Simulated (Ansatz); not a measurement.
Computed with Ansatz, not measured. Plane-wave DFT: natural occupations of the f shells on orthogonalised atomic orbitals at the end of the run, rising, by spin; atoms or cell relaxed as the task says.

```
cell
1.0
     0.0000    0.0000    6.9956
     0.0000   -6.9956    0.0000
     6.9956    0.0000    0.0000
Au Cu Eu Yb
4 16 1 3
Direct
  0.2500 0.2500 0.7500
  0.2500 0.7500 0.2500
  0.7500 0.2500 0.2500
  0.7500 0.7500 0.7500
  0.3772 0.8769 0.8745
  0.3772 0.3785 0.3804
  0.8741 0.8735 0.3741
  0.8756 0.3756 0.8756
  0.6228 0.1243 0.8770
  0.6239 0.6234 0.3780
  0.1206 0.1210 0.3745
  0.1244 0.6244 0.8756
  0.6186 0.8743 0.1303
  0.6220 0.3738 0.6150
  0.1190 0.8785 0.6232
  0.1244 0.3756 0.1244
  0.3798 0.1261 0.1205
  0.3770 0.6304 0.6230
  0.8763 0.1229 0.6293
  0.8756 0.6244 0.1244
  0.4983 0.9951 0.4985
  0.5000 0.5000 0.0000
  0.0000 0.0000 0.0000
  0.0000 0.5000 0.5000
```

Starting moments (μB): Eu 6; others 0.

cell charge: 0 e
spin: collinear
scf start: searched state
lower state search: off
functional: PBEsol
wave cutoff: 420 eV
k mesh: 3, 3, 3
k shift: 0, 0, 0 mesh steps
gaussian smearing: 0.05 eV
task: relax atoms

Results:

| shell atom | shell element | shell spin | shell occupation 1 (e) | shell occupation 2 (e) | shell occupation 3 (e) | shell occupation 4 (e) | shell occupation 5 (e) | shell occupation 6 (e) | shell occupation 7 (e) |
| --- | --- | --- | --- | --- | --- | --- | --- | --- | --- |
| 21 | Eu | up | 0.93 | 0.93 | 0.93 | 0.96 | 0.96 | 0.96 | 0.98 |
| 21 | Eu | down | 0.01 | 0.01 | 0.01 | 0.01 | 0.01 | 0.01 | 0.01 |
| 22 | Yb | up | 0.97 | 0.97 | 0.97 | 0.98 | 0.98 | 0.98 | 0.99 |
| 22 | Yb | down | 0.97 | 0.97 | 0.97 | 0.97 | 0.97 | 0.98 | 0.99 |
| 23 | Yb | up | 0.97 | 0.97 | 0.97 | 0.98 | 0.98 | 0.98 | 0.99 |
| 23 | Yb | down | 0.97 | 0.97 | 0.97 | 0.97 | 0.97 | 0.98 | 0.99 |
| 24 | Yb | up | 0.97 | 0.97 | 0.97 | 0.98 | 0.98 | 0.98 | 0.99 |
| 24 | Yb | down | 0.97 | 0.97 | 0.97 | 0.97 | 0.97 | 0.98 | 0.99 |

Caveats: 4f shell without a U, which puts 4f levels too near the Fermi level; occupations loosely converged; open f or d shells may hold a state above the lowest; the supercell is small.
